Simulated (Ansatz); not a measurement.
Structure optimisation: mercury, hcp

Theory: DFT, r2SCAN, plane waves (500 eV) with PAW, scalar-relativistic in Ansatz 0.2.0. (PAW data from PBE, frozen cores regenerated.)

k-point mesh 11×11×6, Fermi-Dirac smearing 0.1 eV, no spin polarisation. Cell and atoms relax.

Starting structure:

```yaml
crystal:
  lattice:
    - [3.19548, 0.00000, 0.00000]
    - [-1.59774, 2.76737, 0.00000]
    - [0.00000, 0.00000, 5.21822]
  atoms:
    - { symbol: Hg, position: [0.33333, 0.66667, 0.25000] }
    - { symbol: Hg, position: [0.66667, 0.33333, 0.75000] }
```

Q: What cell does the relaxation end in?

A: P6_3/mmc with a = 3.423 Å, c = 5.473 Å (c/a = 1.599); 27.76 Å³ per atom against 23.07 at the start (20.3 %).

Q: How much energy does the relaxation gain?

A: 55.2 meV per atom.
